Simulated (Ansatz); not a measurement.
A distorted cell of P (space group Cmce):

```xyz
4
Lattice="1.6550 -5.0825 0.0000 1.6550 5.0825 0.0000 0.0000 0.0000 4.1237" Properties=species:S:1:pos:R:3 pbc="T T T"
P      1.6550    -4.0499     1.7698
P      1.6550     3.9499     2.3539
P      1.6550    -1.0326     3.8317
P      1.6550     1.1326     0.2921
```

Level of theory: LDA (plane waves to 420 eV, PAW, scalar-relativistic; Ansatz, an electronic-structure program). k mesh 15×15×11 (Γ-centred), Fermi-Dirac smearing 0.05 eV. Compression counts positive. With partly filled bands, energies and forces of such displacements shift with the k mesh and the smearing. P was relaxed with its symmetry unable to fall. The relaxed volume of P is well below the measured one.

What forces act on the atoms (eV/Å, Cartesian)?


```json
[
 {"atom": "P1", "Fx": "0.000", "Fy": "0.055", "Fz": "-0.007"},
 {"atom": "P2", "Fx": "0.000", "Fy": "0.070", "Fz": "0.007"},
 {"atom": "P3", "Fx": "0.000", "Fy": "-0.055", "Fz": "-0.007"},
 {"atom": "P4", "Fx": "0.000", "Fy": "-0.070", "Fz": "0.007"}
]
```

(A displaced cell: forces are minus the slopes of the energy, force constants its curvatures, and phonons follow from these.)
